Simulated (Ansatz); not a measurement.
Zn2NCl:
```
Zn2NCl
1.0
    6.11566     0.00000     0.00000
    0.00000     7.40334     0.00000
    0.00000     0.00000     5.94723
Zn N Cl
8 4 4
Direct
  0.38967   0.33236   0.86521
  0.61033   0.66764   0.36521
  0.11033   0.83236   0.36521
  0.88967   0.16764   0.86521
  0.48161   0.97140   0.67984
  0.51839   0.02860   0.17984
  0.01839   0.47140   0.17984
  0.98161   0.52860   0.67984
  0.58176   0.12871   0.90124
  0.41824   0.87129   0.40124
  0.91824   0.62871   0.40124
  0.08176   0.37129   0.90124
  0.41446   0.38448   0.40959
  0.58554   0.61552   0.90959
  0.08554   0.88448   0.90959
  0.91446   0.11552   0.40959
```

Relaxed with r²SCAN.

Q: Map the electron localisation function on the plane through (0.418, 0.871, 0.401) spanned by u = [1, 0, 1] and v = [1, 1, -1] in lattice vectors, from the program Ansatz at the r²SCAN level (PAW).

A: x is the fraction of u, y of v (the angle between them is 89°; rows are the nearest grid lines); atoms in the plane: Zn at (0.94, 0.16), N at (0.00, 0.00), N at (0.75, 0.75), Cl at (0.25, 0.24).
```
| :#@%+:....      :*%@@@@@@@#=. ..:+%@#: |
|%%%%*=:...         :*#%%#+-. .....:-#@@%|
|%%#*=-..    .::.    :-=-:.. ....  .:-*%%|
|::..    .-*%@@@%%*=.      .........:..::|
|      .-#%@@@@@@@@%*   .:=*#%%#+-:...   |
|      .=#@@@@@@@@@%*  .-+%%%+-+%%#+-:.  |
|..     :*%@@@@@@@@#= ..:+%@#: :#@%+:....|
|:...    .:+*#%%#*=:.....:+%%%%@@*-.  ..:|
|..:-=-:.            ......:-=+=:.      .|
|-*%%%%#+-:.    .=*#%%#+-.     ..::.   .-|
|*@@%%%%#+-.   :+#%@@@@%#+:     ..:::.:-*|
|#%%%@@%*=:.. .+%@@@**%@@%#-.      ..:-*#|
|=+###*=::..  .+%@@@##@@@%*-        ...:=|
|..::::...     .=#%@@@@@#=.   ...:.......|
|.....           :+#%%#*-.  ..:-=+=-:....|
|.    .-+#%%%#*-.         ..:-*%@@@%#*-:.|
|.  .-#@@@@@@@@@%+:      ..:-*%@%##%%#*-.|
|.. .+%@@%=:=#@@@#=.      ..:=*#%%@%*=:..|
|.. .=%@@@*=+%@@%#-         .:=+**+=:....|
| .. .=#@@@@@@@%*:   :-=--.    ....      |
| ...   :-+**+-.   :+%@@@@@%+:  ..:.     |
|###+-:.         .-*%@@%%@@@@#-  ...:-+*#|
|@%%#*-:..       .=#@@%##%@@@#-  .:=*%@@@|
| :#@%+:....      :*%@@@@@@@#=. ..:+%@#: |
```
Scale: ten equal steps from 0.000 (start of ' ') to 0.888 (end of '@'), in the order ' .:-=+*#%@'; x runs from 0.000 to 1.00, y from 0.000 (bottom) to 1.00 (top).

The density is the valence pseudo-density with augmentation charge, so density and ELF within about 1 Å of a nucleus are not all-electron values.

Space group Pna2_1. The first step of the workflow began from a Materials Project structure, measured or hypothetical; the Crystallography Open Database files this formula in space group No. 33, but the cells were not matched. Whether it is the stable phase at ambient conditions was not checked. The cell was relaxed with r²SCAN under the symmetry of its start; its stability against distortions is not shown here.

Potentials: the later of the program's two PAW sets.
